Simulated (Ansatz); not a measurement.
SrI₂:
```xyz
12
Lattice="12.4763 0.0000 0.0000 0.0000 4.9776 0.0000 0.0000 0.0000 8.4817" Properties=species:S:1:pos:R:3 pbc="T T T"
Sr     2.1181     1.2444     1.0961
Sr    10.3582     3.7332     7.3856
Sr     4.1201     3.7332     5.3369
Sr     8.3562     1.2444     3.1448
I      4.9021     1.2444     3.1712
I      7.5742     3.7332     5.3104
I      1.3361     3.7332     7.4120
I     11.1402     1.2444     1.0696
I      4.6993     1.2444     7.4526
I      7.7769     3.7332     1.0291
I      1.5388     3.7332     3.2117
I     10.9375     1.2444     5.2699
```

Relaxed with r²SCAN.

Q: Map the electron localisation function on the plane through (0.170, 0.250, 0.129) spanned by u = [1, 0, 0] and v = [0, 0, 1] in lattice vectors, from r²SCAN in the plane-wave PAW code Ansatz.

A: x is the fraction of u, y of v (the angle between them is 90°; rows are the nearest grid lines); atoms in the plane: Sr at (0.00, 0.00), Sr at (0.50, 0.24), I at (0.22, 0.24), I at (0.72, 1.00), I at (0.21, 0.75), I at (0.71, 0.49).
```
| -%%:                 -*#*=.@.+#%* .%%- |
|*%%#. :==-:.          :*#*+-:-+#%* .#@%*|
|%%%= :*###*+-         :*##*+=+*##+  +%%%|
|#+: -#%####%#+.       .+#%##*###*:   -*#|
|   -#%*+++*#%#=        :=*####*=:       |
|  :*%#+::.=*%%*:         ......         |
|  :*%*+:#:-*#%*:                        |
|  :*##*=::+*%#+.       .:----:.         |
|  .+#%#****##*:       -+######*=.       |
|   -*##%####+:       .+#%#***###+.      |
|   :=*####*+:        .+##**++*#%*-      |
|     .....           :*#*+:..=*#%*.     |
|        ..           :*%*+:-.=*%%*:     |
|    .-+****+-.        =%#*+==*#%#+      |
|    -+##%###*-.       .#%#***##%#-      |
|   .+###***###-  .*%%= .*%%##%#*-       |
|   :*#*+-:=*#%*  #%%%%*  =+++=:.        |
|   -*#*=.@.+*%* .%%--%%:                |
|   -##*=.-.+#%* .%%==%%:                |
|   .+%#*+=+*#%*  *%%%%*  =*##**=:       |
|#*: .*%%####%#-  .+##=  *%%#####*:   -*#|
|%%%= .+####*+:         +%#*++**#%+  +%@%|
|*%@#. :==+=-:         .*%#*-:=*#%* .#@%*|
| -%%:                 -*#*=.@.+#%* .%%- |
```
Scale: ten equal steps from 0.002 (start of ' ') to 0.967 (end of '@'), in the order ' .:-=+*#%@'; x runs from 0.000 to 1.00, y from 0.000 (bottom) to 1.00 (top).

The density is the valence pseudo-density with augmentation charge, so density and ELF within about 1 Å of a nucleus are not all-electron values.

Space group Pnma. The first step of the workflow began from a Materials Project structure, measured or hypothetical; the Crystallography Open Database files this formula in space group No. 62, but the cells were not matched. Whether it is the stable phase at ambient conditions was not checked. Symmetry was held in the r²SCAN relaxation; whether a distortion lowers the energy is not shown. Scalar-relativistic: spin–orbit coupling is off unless named, which matters more the heavier the elements.

Potentials: the later of the program's two PAW sets.
